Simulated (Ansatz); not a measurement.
Relaxed-ion elastic tensor of Ag2S in space group Cmcm (No. 63; Ag on 4a, Ag on 4c, S on 4c) in GPa (Voigt order), PBEsol (plane waves, PAW; program Ansatz); density 7.07 g/cm³, 19.39 Å³ per atom.

|  | 1 | 2 | 3 | 4 | 5 | 6 |
|---|---|---|---|---|---|---|
| 1 | 134 | 64.0 | 36.4 | 0.0 | 0.0 | 0.0 |
| 2 | 64.0 | 48.7 | 16.0 | 0.0 | 0.0 | 0.0 |
| 3 | 36.4 | 16.0 | 27.1 | 0.0 | 0.0 | 0.0 |
| 4 | 0.0 | 0.0 | 0.0 | 5.1 | 0.0 | 0.0 |
| 5 | 0.0 | 0.0 | 0.0 | 0.0 | 11.0 | 0.0 |
| 6 | 0.0 | 0.0 | 0.0 | 0.0 | 0.0 | 9.0 |

Is the crystal mechanically stable?

Yes: the smallest eigenvalue of C is 5.1 GPa.

Work out the Voigt, Reuss and Hill averages.

K_V = 49.2, K_R = 17.6, K_H = 33.4; G_V = 11.2, G_R = 7.8, G_H = 9.5 GPa.

Give Young's modulus, Poisson's ratio, Pugh's ratio and the universal anisotropy index.

E = 9KG/(3K + G) = 26.1 GPa; ν = 0.37; K/G = 3.50 (ductile by the Pugh limit of 1.75); A_U = 5G_V/G_R + K_V/K_R − 6 = 3.98.

Estimate the sound speeds and the Debye temperature.

v_l = √((K + 4G/3)/ρ) = 2550 m/s, v_t = √(G/ρ) = 1160 m/s, mean 1310 m/s; Θ = (h/k)(3n/4πV)^(1/3) v_m = 145 K.

How much does each axis shrink under pressure?

Linear compressibilities β_i = Σ_j S_ij (j = 1 to 3): x -20, y 32, z 45 per TPa.

The first step of the workflow began from a Materials Project structure, measured or hypothetical; the Crystallography Open Database copy checked does not list it. COD files the formula under space group No. 4, 14, so this cell is another polymorph or a model. Whether it is the stable phase at ambient conditions was not checked. Symmetry was held in the PBEsol relaxation; of distortions, only those at the zone centre were tested. The run is not spin-polarised.

Potentials: the later of the program's two PAW sets.
